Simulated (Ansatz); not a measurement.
## Relaxing Lu in the hcp type

First guess:

```yaml
crystal:
  lattice:
    - [3.24331, 0.00000, 0.00000]
    - [-1.62165, 2.80879, 0.00000]
    - [0.00000, 0.00000, 5.25416]
  atoms:
    - { symbol: Lu, position: [0.33333, 0.66667, 0.25000] }
    - { symbol: Lu, position: [0.66667, 0.33333, 0.75000] }
```

Theory: Ansatz 0.2.0, DFT, PBE, PAW with Ansatz's default frozen-core files, scalar-relativistic.

Cell and atoms relax within the symmetry of the start on a 12×12×6 k mesh with 0.05 eV Fermi–Dirac smearing.

The start is built from a prototype, known or not as a phase of this compound; the cutoff is 420 eV.

No spin–orbit coupling, which matters for the heavy atoms here.

Question: What is the pressure of the first guess?

Answer: 12.44 GPa.

Question: What does it relax to?

Answer: a = 3.504 Å, b = 3.504 Å, c = 5.465 Å, α = 90.00°, β = 90.00°, γ = 120.00° (conventional cell), 29.06 Å³ per atom:
```xyz
2
Lattice="3.5045 0.0000 0.0000 -1.7522 3.0350 0.0000 0.0000 0.0000 5.4649" Properties=species:S:1:pos:R:3 pbc="T T T"
Lu    0.0000    2.0233    1.3662
Lu    1.7522    1.0117    4.0986
```

Question: How much energy does the relaxation release?

Answer: 183 meV/atom.
